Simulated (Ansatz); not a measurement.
CdF2 (fluorite, space group No. 225), PBEsol (plane waves, PAW; program Ansatz): ε∞ = 2.91, cell volume 39.02 Å³. Infrared-active transverse modes:

```tsv
ω_TO (cm⁻¹)	oscillator strength S_xx (e²/amu)
214.9	0.2148
```

Task: Compute the static dielectric constant.

Result: Each mode adds (4.921e7/V) S/ω²: 5.87. So ε0 = 8.78.

Task: What LO frequency does the Lyddane–Sachs–Teller relation give?

Result: ω_LO = ω_TO √(ε0/ε∞) = 373 cm⁻¹.

Space group Fm-3m (fluorite). The PBEsol relaxation kept the symmetry of its start; phonons on a q-mesh show no instability. Scalar-relativistic: spin–orbit coupling is off unless named, which matters more the heavier the elements.

Potentials: the later of the program's two PAW sets.
